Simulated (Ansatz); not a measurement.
C:
Space group I4/mmm (No. 139); a = 4.365 Å, b = 4.365 Å, c = 2.502 Å, α = 90.00°, β = 90.00°, γ = 90.00°

```json
[
 {"atom": "C", "site": "8h", "symmetry": "m.2m", "x": "0.1803", "y": "0.1803", "z": "0.0000"}
]
```
(The calculation used a cell of 4 atoms; values per cell refer to that cell.)

Relaxed at zero pressure with r²SCAN in the plane-wave PAW code Ansatz.

Problem. The volume is raised by 9 % and shape and atoms relax at that volume. What pressure results, and how do the axes share the change?

Solution. -30.5 GPa; a 3.0 %, b 3.0 %, c 2.7 %; the energy rises by 55 meV/atom.

Problem. Give the new structure.

Solution. 
Space group I4/mmm (No. 139); a = b = 4.497 Å, c = 2.568 Å, α = β = γ = 90.00°

```tsv
atom	site	symmetry	x	y	z
C	8h	m.2m	0.1800	0.1800	0.0000
```

The phase is kept; no other phase was compared at this pressure.

The start of the workflow was typed in or built on a structure type; the Crystallography Open Database copy checked does not list it. It is not the phase usual at ambient conditions (space group No. 194, 227). The cell was relaxed with r²SCAN under the symmetry of its start; whether a distortion lowers the energy is not shown.

Potentials: the earlier of the program's two PAW sets.
